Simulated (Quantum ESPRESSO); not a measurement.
## HfIn3O5N (finding a planted mistake in a log)

A calculation, not a measurement. The program is pw.x of Quantum ESPRESSO 7.5 (plane-wave density functional theory). The cell is made up: 10 atoms on a corundum lattice, with randomly drawn elements, strain and displacements, not relaxed. PseudoDojo standard norm-conserving files (v0.5 for PBE, v0.4.1 for LDA and PBEsol) set the functional; there is no spin polarisation, spin-orbit coupling or dispersion term, and the masses in the input are unused placeholders.

The hafnium pseudopotential is less sure than the others, with forces about 3 percent (worst 6) and pressure in oxides about 1.5 GPa (worst 2.7) from a second method in checks, which no rerun with the same files tests.

Intended input:

```
&control calculation='scf', pseudo_dir='./dojo.nc.sr.pbe.v0_5.standard.upf', outdir='./o', disk_io='low', tprnfor=.true., tstress=.true. /
&system ibrav=0, nat=10, ntyp=4, nbnd=49, ecutwfc=84.00895049, nosym=.true., tot_charge=0,
 occupations='smearing', smearing='fd', degauss=0.0018374661
/
&electrons conv_thr=7.350e-09, electron_maxstep=60, /
ATOMIC_SPECIES
Hf 1.0 Hf.upf
In 1.0 In.upf
N 1.0 N.upf
O 1.0 O.upf
CELL_PARAMETERS angstrom
2.7928 1.6323 4.9322
-2.8559 1.6045 4.9772
-0.0557 -3.3337 4.9864
ATOMIC_POSITIONS angstrom
Hf -0.0651 -0.0504 5.1976
In 0.0396 -0.0496 2.1858
In -0.035 -0.05 9.6542
In -0.0592 -0.0591 12.7784
O -1.1744 1.6175 8.67
O -0.9485 -1.8843 8.62
O 1.9219 0.0523 8.6563
N 1.0024 -1.7234 6.2089
O 0.829 1.7813 6.2317
O -2.0472 -0.2736 6.1423
K_POINTS automatic
5 5 5 1 1 1
```

The log is shortened where brackets say so; the opening notice, blank lines, dates and the lines on written files are dropped, and the path of the files is cut. It prints rydbergs, bohrs and kilobars, and counts compression as positive stress.

Log of the intended run:

```
     Program PWSCF v.7.5
     Parallel version (MPI & OpenMP), running on       4 processor cores
     Number of MPI processes:                 4
     Threads/MPI process:                     1
     [start-up lines left out]
     bravais-lattice index     =            0
     lattice parameter (alat)  =      11.1463  a.u.
     unit-cell volume          =     937.1761 (a.u.)^3
     number of atoms/cell      =           10
     number of atomic types    =            4
     number of electrons       =        86.00
     number of Kohn-Sham states=           49
     kinetic-energy cutoff     =      84.0090  Ry
     charge density cutoff     =     336.0358  Ry
     scf convergence threshold =      7.3E-09
     mixing beta               =       0.7000
     number of iterations used =            8  plain     mixing
     Exchange-correlation= PBE
                           (   1   4   3   4   0   0   0)
     [axes and pseudopotential details left out]
   Cartesian axes
     site n.     atom                  positions (alat units)
         1        Hf     tau(   1) = (  -0.0110370  -0.0085447   0.8811931  )
         2        In     tau(   2) = (   0.0067137  -0.0084091   0.3705772  )
         3        In     tau(   3) = (  -0.0059338  -0.0084769   1.6367581  )
         4        In     tau(   4) = (  -0.0100367  -0.0100197   2.1664302  )
         5        O      tau(   5) = (  -0.1991060   0.2742284   1.4698984  )
         6        O      tau(   6) = (  -0.1608072  -0.3194613   1.4614215  )
         7        O      tau(   7) = (   0.3258360   0.0088669   1.4675757  )
         8        N      tau(   8) = (   0.1699453  -0.2921826   1.0526473  )
         9        O      tau(   9) = (   0.1405474   0.3019988   1.0565128  )
        10        O      tau(  10) = (  -0.3470791  -0.0463857   1.0413560  )
     number of k points=    63  Fermi-Dirac smearing, width (Ry)=  0.0018
                       cart. coord. in units 2pi/alat
        k(    1) = (   0.0009427   0.0007559   0.1188050), wk =   0.0320000
        k(    2) = (   0.0027314  -0.2369725   0.1964678), wk =   0.0320000
     [further k points left out]
     Dense  grid:    97505 G-vectors     FFT dimensions: (  72,  72,  72)
     Estimated max dynamical RAM per process >     310.69 MB
     Estimated total dynamical RAM >       1.14 GB
     Initial potential from superposition of free atoms
     starting charge      85.9864, renormalised to      86.0000
     Starting wfcs are   61 randomized atomic wfcs
     total cpu time spent up to now is       17.9 secs
     per-process dynamical memory:   247.5 Mb
     Self-consistent Calculation
     iteration #  1     ecut=    84.01 Ry     beta= 0.70
     Davidson diagonalization with overlap
     ethr =  1.00E-02,  avg # of iterations =  2.0
     total cpu time spent up to now is       51.0 secs
     total energy              =    -696.25793139 Ry
     estimated scf accuracy    <       3.37168675 Ry
     iteration #  2     ecut=    84.01 Ry     beta= 0.70
     Davidson diagonalization with overlap
     ethr =  3.92E-03,  avg # of iterations =  4.0
     total cpu time spent up to now is       95.4 secs
     total energy              =    -695.23672046 Ry
     estimated scf accuracy    <      13.21149166 Ry
     [iterations 3 to 13 left out]
     iteration # 14     ecut=    84.01 Ry     beta= 0.70
     Davidson diagonalization with overlap
     ethr =  2.18E-10,  avg # of iterations =  2.0
     total cpu time spent up to now is      564.3 secs
     total energy              =    -697.99908122 Ry
     estimated scf accuracy    <       0.00000004 Ry
     iteration # 15     ecut=    84.01 Ry     beta= 0.70
     Davidson diagonalization with overlap
     ethr =  5.04E-11,  avg # of iterations =  3.1
     total cpu time spent up to now is      599.4 secs
     End of self-consistent calculation
     [lines on levels left out]
!    total energy              =    -697.99908122 Ry
     estimated scf accuracy    <          3.8E-09 Ry
     smearing contrib. (-TS)   =      -0.00000000 Ry
     internal energy E=F+TS    =    -697.99908122 Ry
     The total energy is F=E-TS. E is the sum of the following terms:
     one-electron contribution =    -164.80874520 Ry
     hartree contribution      =     145.68060598 Ry
     xc contribution           =    -196.79391020 Ry
     ewald contribution        =    -482.07703181 Ry
     convergence has been achieved in  15 iterations
     Forces acting on atoms (cartesian axes, Ry/au):
     atom    1 type  1   force =     0.04259213   -0.03330462    0.07293856
     atom    2 type  2   force =    -0.00041529    0.02727141   -0.07257216
     atom    3 type  2   force =    -0.05608789   -0.03042852   -0.00662457
     atom    4 type  2   force =    -0.05156727   -0.02794401   -0.04468598
     atom    5 type  4   force =    -0.03307051   -0.01500235    0.04204691
     atom    6 type  4   force =     0.04361102   -0.02855417    0.05917043
     atom    7 type  4   force =     0.00867860    0.07159907    0.03720387
     atom    8 type  3   force =    -0.00106802    0.07023157   -0.03946260
     atom    9 type  4   force =    -0.02914296   -0.06691957   -0.04183410
     atom   10 type  4   force =     0.07647020    0.03305118   -0.00618036
     Total force =     0.245447     Total SCF correction =     0.000102
     Computing stress (Cartesian axis) and pressure
          total   stress  (Ry/bohr**3)                   (kbar)     P=      -72.76
  -0.00063169  -0.00001303   0.00006554          -92.92       -1.92        9.64
  -0.00001303  -0.00065847   0.00012706           -1.92      -96.86       18.69
   0.00006554   0.00012706  -0.00019368            9.64       18.69      -28.49
     init_run     :     15.43s CPU     15.85s WALL (       1 calls)
     electrons    :    578.88s CPU    581.50s WALL (       1 calls)
     forces       :      3.71s CPU      3.75s WALL (       1 calls)
     stress       :     11.65s CPU     11.65s WALL (       1 calls)
     [timing details left out]
     PWSCF        :  10m11.85s CPU  10m15.13s WALL
     JOB DONE.
```

A second run was made from an input with one planted mistake. Its log:

```
     Program PWSCF v.7.5
     Parallel version (MPI & OpenMP), running on       4 processor cores
     Number of MPI processes:                 4
     Threads/MPI process:                     1
     [start-up lines left out]
     bravais-lattice index     =            0
     lattice parameter (alat)  =      11.0505  a.u.
     unit-cell volume          =     913.1990 (a.u.)^3
     number of atoms/cell      =           10
     number of atomic types    =            4
     number of electrons       =        86.00
     number of Kohn-Sham states=           49
     kinetic-energy cutoff     =      84.0090  Ry
     charge density cutoff     =     336.0358  Ry
     scf convergence threshold =      7.3E-09
     mixing beta               =       0.7000
     number of iterations used =            8  plain     mixing
     Exchange-correlation= PBE
                           (   1   4   3   4   0   0   0)
     [axes and pseudopotential details left out]
   Cartesian axes
     site n.     atom                  positions (alat units)
         1        Hf     tau(   1) = (  -0.0110300  -0.0085504   0.8811880  )
         2        In     tau(   2) = (   0.0067206  -0.0084136   0.3705747  )
         3        In     tau(   3) = (  -0.0059340  -0.0084820   1.6367533  )
         4        In     tau(   4) = (  -0.0100382  -0.0100211   2.1664169  )
         5        O      tau(   5) = (  -0.1991048   0.2742287   1.4698836  )
         6        O      tau(   6) = (  -0.1607990  -0.3194603   1.4614187  )
         7        O      tau(   7) = (   0.3258390   0.0088753   1.4675749  )
         8        N      tau(   8) = (   0.1699479  -0.2921845   1.0526407  )
         9        O      tau(   9) = (   0.1405516   0.3020004   1.0565055  )
        10        O      tau(  10) = (  -0.3470782  -0.0463774   1.0413542  )
     number of k points=    63  Fermi-Dirac smearing, width (Ry)=  0.0018
                       cart. coord. in units 2pi/alat
        k(    1) = (   0.0009425   0.0007553   0.1188056), wk =   0.0320000
        k(    2) = (   0.0027326  -0.2369755   0.1964699), wk =   0.0320000
     [further k points left out]
     Dense  grid:    94971 G-vectors     FFT dimensions: (  72,  72,  72)
     Estimated max dynamical RAM per process >     303.74 MB
     Estimated total dynamical RAM >       1.12 GB
     Initial potential from superposition of free atoms
     starting charge      85.9864, renormalised to      86.0000
     Starting wfcs are   61 randomized atomic wfcs
     total cpu time spent up to now is       16.8 secs
     per-process dynamical memory:   236.9 Mb
     Self-consistent Calculation
     iteration #  1     ecut=    84.01 Ry     beta= 0.70
     Davidson diagonalization with overlap
     ethr =  1.00E-02,  avg # of iterations =  2.0
     total cpu time spent up to now is       44.2 secs
     total energy              =    -696.29792584 Ry
     estimated scf accuracy    <       3.33582773 Ry
     iteration #  2     ecut=    84.01 Ry     beta= 0.70
     Davidson diagonalization with overlap
     ethr =  3.88E-03,  avg # of iterations =  4.0
     total cpu time spent up to now is       79.3 secs
     total energy              =    -695.41296862 Ry
     estimated scf accuracy    <      12.15010553 Ry
     [iterations 3 to 13 left out]
     iteration # 14     ecut=    84.01 Ry     beta= 0.70
     Davidson diagonalization with overlap
     ethr =  1.56E-10,  avg # of iterations =  2.0
     total cpu time spent up to now is      448.9 secs
     total energy              =    -698.00800231 Ry
     estimated scf accuracy    <       0.00000003 Ry
     iteration # 15     ecut=    84.01 Ry     beta= 0.70
     Davidson diagonalization with overlap
     ethr =  3.69E-11,  avg # of iterations =  2.9
     total cpu time spent up to now is      473.4 secs
     End of self-consistent calculation
     [lines on levels left out]
!    total energy              =    -698.00800232 Ry
     estimated scf accuracy    <          2.2E-09 Ry
     smearing contrib. (-TS)   =      -0.00000000 Ry
     internal energy E=F+TS    =    -698.00800232 Ry
     The total energy is F=E-TS. E is the sum of the following terms:
     one-electron contribution =    -158.60764799 Ry
     hartree contribution      =     143.82932125 Ry
     xc contribution           =    -196.96964755 Ry
     ewald contribution        =    -486.26002803 Ry
     convergence has been achieved in  15 iterations
     Forces acting on atoms (cartesian axes, Ry/au):
     atom    1 type  1   force =     0.04494439   -0.03239249    0.07908650
     atom    2 type  2   force =    -0.00080730    0.02589473   -0.07722163
     atom    3 type  2   force =    -0.05988174   -0.03394526   -0.01127751
     atom    4 type  2   force =    -0.05526591   -0.02931448   -0.04599153
     atom    5 type  4   force =    -0.03071351   -0.01562458    0.04325977
     atom    6 type  4   force =     0.04757660   -0.02673425    0.06168975
     atom    7 type  4   force =     0.00709698    0.07352115    0.03690896
     atom    8 type  3   force =    -0.00055807    0.07171167   -0.04057843
     atom    9 type  4   force =    -0.02974128   -0.06912341   -0.04267320
     atom   10 type  4   force =     0.07734985    0.03600693   -0.00320268
     Total force =     0.255100     Total SCF correction =     0.000084
     Computing stress (Cartesian axis) and pressure
          total   stress  (Ry/bohr**3)                   (kbar)     P=      -36.07
  -0.00037008  -0.00001368   0.00007345          -54.44       -2.01       10.80
  -0.00001368  -0.00041630   0.00013640           -2.01      -61.24       20.07
   0.00007345   0.00013640   0.00005076           10.80       20.07        7.47
     init_run     :     16.20s CPU     16.69s WALL (       1 calls)
     electrons    :    454.41s CPU    456.63s WALL (       1 calls)
     forces       :      2.61s CPU      2.63s WALL (       1 calls)
     stress       :      9.31s CPU      9.32s WALL (       1 calls)
     [timing details left out]
     PWSCF        :   8m 2.74s CPU   8m 5.55s WALL
     JOB DONE.
```

Question: what was wrong in the second input?

Answer: the cell and the positions are scaled by a wrong factor. The input lines that differ, file-writing options aside:

```
- 2.7928 1.6323 4.9322
+ 2.7688 1.6183 4.8898
- -2.8559 1.6045 4.9772
+ -2.8313 1.5907 4.9344
- -0.0557 -3.3337 4.9864
+ -0.0552 -3.305 4.9435
- Hf -0.0651 -0.0504 5.1976
+ Hf -0.0645 -0.05 5.1529
- In 0.0396 -0.0496 2.1858
+ In 0.0393 -0.0492 2.167
- In -0.035 -0.05 9.6542
+ In -0.0347 -0.0496 9.5712
- In -0.0592 -0.0591 12.7784
+ In -0.0587 -0.0586 12.6685
- O -1.1744 1.6175 8.67
+ O -1.1643 1.6036 8.5954
- O -0.9485 -1.8843 8.62
+ O -0.9403 -1.8681 8.5459
- O 1.9219 0.0523 8.6563
+ O 1.9054 0.0519 8.5819
- N 1.0024 -1.7234 6.2089
+ N 0.9938 -1.7086 6.1555
- O 0.829 1.7813 6.2317
+ O 0.8219 1.766 6.1781
- O -2.0472 -0.2736 6.1423
+ O -2.0296 -0.2712 6.0895
```

|  | intended run | run with the mistake |
| --- | --- | --- |
| free energy (eV) | -9496.761 | -9496.883 |
| smearing term -TS (eV) | 0.0000 | 0.0000 |
| pressure (GPa) | -7.28 | -3.61 |
| largest force component (eV/Å) | 1.966 | 2.033 |
| largest change of a force component (eV/Å) |  | 0.158 |
| iterations | 15 | 15 |

For scale, a rerun of the intended cell at 1437 eV and a 7 x 7 x 7 mesh moved values by no more than 0.003 eV in energy, 0.03 GPa in stress and 0.002 eV/Å in force.